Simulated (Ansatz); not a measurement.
**Property card for La**

La:
Space group Pm-3m (No. 221); a = b = c = 3.295 Å, α = β = γ = 90.00°

```tsv
atom	site	symmetry	x	y	z
La	1a	m-3m	0.0000	0.0000	0.0000
```

Space group Pm-3m (No. 221), simple cubic; conventional cell a = 3.2950 Å, b = 3.2950 Å, c = 3.2950 Å, α = 90.00°, β = 90.00°, γ = 90.00°.

Method: the program Ansatz at the r²SCAN level (PAW). Structure relaxed to zero pressure with the same functional. Other levels are named where they apply.

Cell and energy:

```
Item                  Value
---------------  ----------
Volume per atom    35.77 Å³
Density          6.45 g/cm³
```

Electronic structure:

```
Item                                                                        Value
------------------------------------  -------------------------------------------
Electronic character                                            metallic (no gap)
Density of states at the Fermi level  2.3 states/eV per atom (mean over ±0.08 eV)
Gap with spin–orbit coupling                                      none (metallic)
```

Mechanics:

```
Quantity                                                                      Result
--------------------------------------------  --------------------------------------
Elastic constants (relaxed ions, GPa)              C11 = 48.4, C12 = 15.3, C44 = 3.2
Mechanical stability                          stable (all eigenvalues of C positive)
Hill bulk and shear moduli                                          26.3 and 6.6 GPa
Young's modulus                                                             18.3 GPa
Poisson's ratio                                                                 0.38
Debye temperature from the elastic constants                                   103 K
```

Phonons:

```
Item                                                  Value
-------------------------------  --------------------------
Dynamical stability on the path  unstable, down to 59i cm⁻¹
```

The cell is a constructed one: a structure type filled with these elements; neither database checked (COD, Materials Project) lists it. It is not the phase usual at ambient conditions (space group No. 194). The r²SCAN relaxation kept the symmetry of its start. As this level gives no gap, shear constants depend on the k-mesh and smearing (Fermi–Dirac, 0.1 eV here). As this level gives no gap, phonon frequencies hold no LO–TO term and depend on the k-mesh and smearing (Fermi–Dirac, 0.1 eV here). Scalar-relativistic: spin–orbit coupling is off unless named, which matters more the heavier the elements.

Potentials: the later of the program's two PAW sets.
